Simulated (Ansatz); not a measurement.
Given:

Zn4TeS3:
```
Zn4TeS3
1.0
    3.92768     0.00000     0.00000
    0.00000     3.92768     0.00000
    0.00000     0.00000    10.99432
Zn S Te
4 3 1
Direct
  0.50000   0.00000   0.84946
  0.00000   0.50000   0.61612
  0.50000   0.00000   0.38388
  0.00000   0.50000   0.15054
  0.50000   0.50000   0.73271
  0.00000   0.00000   0.50000
  0.50000   0.50000   0.26729
  0.00000   0.00000   0.00000
```

This is the PBEsol-relaxed structure.

### Question
All from PBEsol in the plane-wave PAW code Ansatz, unless another level is named. Give the smallest direct gap on the standard path.

### Answer
1.13 eV.

### Question
Next, the gap with spin–orbit coupling?

### Answer
0.92 eV.

### Question
Give the conduction-band minimum.

### Answer
at Γ.

Space group P-4m2. The start of the workflow was typed in or built on a structure type; neither database checked (COD, Materials Project) lists it. Its standing as an ambient phase is unchecked. The PBEsol relaxation kept the symmetry of its start; whether a distortion lowers the energy is not shown. Scalar-relativistic: spin–orbit coupling is off unless named, which matters more the heavier the elements.

Potentials: the earlier of the program's two PAW sets. The files were generated under PBE; for other functionals the program regenerates the frozen cores, and for LDA and PBEsol the local potential too.
